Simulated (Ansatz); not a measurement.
ZnO:
```
CELL_PARAMETERS angstrom
      3.97448     0.00000     0.00000
      0.00000     3.97448     0.00000
      0.00000     0.00000     3.41494
ATOMIC_POSITIONS crystal
  Zn 0.50000 0.00000 0.08594
  Zn 0.00000 0.50000 0.91406
  O  0.00000 0.00000 0.00000
  O  0.50000 0.50000 0.00000
```

Relaxed with PBE+D3(BJ). Special points in fractions of this cell's reciprocal vectors: Γ (0.000, 0.000, 0.000); X (0.000, 0.500, 0.000); M (0.500, 0.500, 0.000); Z (0.000, 0.000, 0.500); R (0.000, 0.500, 0.500); A (0.500, 0.500, 0.500).

**Question.** List the band energies nearest the Fermi level at these points for PBE+D3(BJ) in the plane-wave PAW code Ansatz.

**Answer.** In eV from the Fermi level; about four levels below and three above (degenerate sets whole), none deeper than 8.9 eV; … stands for higher levels left out; points with the same levels are listed once.

| k | below | above |
|---|---|---|
| Γ | -2.44 -2.44 -1.26 -0.37 | 2.58 … |
| X | -3.26 -3.26 -1.68 -1.68 | 3.52 3.52 … |
| M | -1.50 -1.50 -0.05 -0.05 | 5.13 5.13 … |
| Z | -4.53 -4.53 -2.36 -2.36 -1.93 | 3.10 4.03 … |
| R | -3.12 -3.12 -2.67 -2.67 | 3.63 3.63 … |
| A | -2.29 -2.29 -0.03 -0.03 | 2.34 2.34 … |

Space group P4/nmm. The cell is a constructed one: a structure type filled with these elements; neither database checked (COD, Materials Project) lists it. It is not the phase usual at ambient conditions (space group No. 186). Symmetry was held in the PBE+D3(BJ) relaxation; whether a distortion lowers the energy is not shown.

Potentials: the earlier of the program's two PAW sets.
